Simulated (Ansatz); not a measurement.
VCo3:
```
CELL_PARAMETERS angstrom
      3.46593     0.00000     0.00000
      0.00000     3.46593     0.00000
      0.00000     0.00000     3.46593
ATOMIC_POSITIONS crystal
  V  0.00000 0.00000 0.00000
  Co 0.50000 0.50000 0.00000
  Co 0.00000 0.50000 0.50000
  Co 0.50000 0.00000 0.50000
```

Relaxed with PBEsol. Special points in fractions of this cell's reciprocal vectors: Γ (0.000, 0.000, 0.000); X (0.000, 0.500, 0.000); M (0.500, 0.500, 0.000); R (0.500, 0.500, 0.500).

**Question.** List the band energies nearest the Fermi level at these points for plane-wave PAW PBEsol (Ansatz code).

**Answer.** In eV from the Fermi level; about four levels below and three above (degenerate sets whole), none deeper than 8.9 eV; points with the same levels are listed once.

```csv
k,below,above
Γ,-1.69 -1.69 -1.69 -0.26 -0.26,0.34 0.64 0.64 0.64
X,-0.84 -0.84 -0.72 -0.04,0.32 0.32 0.64
M,-1.06 -1.06 -0.63 -0.56,0.76 0.76 0.89
R,-1.68 -1.68 -1.68 -1.49 -1.49 -0.26,0.34 0.34 0.34
```

Space group Pm-3m (Cu3Au type). The first step of the workflow began from a Materials Project structure, measured or hypothetical; the Crystallography Open Database copy checked does not list it. With V and Co taken as one species the cell has the higher symmetry Fm-3m, so it may be an ordered model of a mixed-site phase. Its standing as an ambient phase is unchecked. The PBEsol relaxation kept the symmetry of its start; of distortions, only those at the zone centre were tested. No spin polarisation was allowed.

Potentials: the earlier of the program's two PAW sets.
